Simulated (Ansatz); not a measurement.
Given:

Si:
```
Si
1.0
    0.00000     2.70088     2.70088
    2.70088     0.00000     2.70088
    2.70088     2.70088     0.00000
Si
2
Direct
  0.50000   0.50000   0.50000
  0.75000   0.75000   0.75000
```

This is the LDA-relaxed structure.

Task: All from the program Ansatz at the LDA level (PAW), unless another level is named. Give the band gap.

Result: 0.44 eV (indirect).

Task: Next, the smallest direct gap on the standard path?

Result: 2.53 eV.

Task: What about the valence-band maximum?

Result: at Γ.

Task: Give the conduction-band minimum.

Result: on the Γ–X line, 84 % of the way from Γ (6 equivalent valleys).

Space group Fd-3m (diamond). Symmetry was held in the LDA relaxation.

Potentials: the earlier of the program's two PAW sets.
